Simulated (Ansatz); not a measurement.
## Stability checks on a candidate for Zn4SeS3

The structure comes from a generated guess, relaxed at this level; another structure or a mixture of phases may lie lower.

Theory: Ansatz 0.2.0, DFT PBE, scalar-relativistic, plane waves, PAW. Plane waves to 420 eV, an 8×8×4 mesh through Γ for the 8-atom cell and 0.02 eV Gaussian smearing; no spin polarisation.

```
Zn Se S
1.0
     3.90063    0.00000    0.00000
     0.00000    3.90063    0.00000
     0.00000    0.00000   11.02761
Zn Se S
4 1 3
Direct
  0.50000 0.00000 0.87852
  0.00000 0.50000 0.12148
  0.50000 0.00000 0.36488
  0.00000 0.50000 0.63513
  0.00000 0.00000 0.50000
  0.00000 0.00000 0.00000
  0.50000 0.50000 0.24318
  0.50000 0.50000 0.75682
```

The zero of energy is the elements' standard structures at the same level; no fitted shifts are applied.

Question: These tests were run: energy against the elements; random kick, then relaxation without symmetry; phonons on a 2×2×1 q mesh. What do they show?

Answer:

| test | result |
| --- | --- |
| energy against the elements | −0.788 eV/atom |
| random kick, then relaxation without symmetry | returns |
| phonons on a 2×2×1 q mesh | no imaginary mode on the mesh, but the interpolation dips to 16i cm⁻¹ between its points |

It fails none of these tests outright. Whether a mixture of other phases lies lower isn't tested here. Undecided within the accuracy: phonons on a 2×2×1 q mesh.

The reference forms of S and Se are held partly by dispersion forces, which this level lacks. The kick test ran on a coarse mesh. The run for the phonons used an 8×8×4 k mesh.
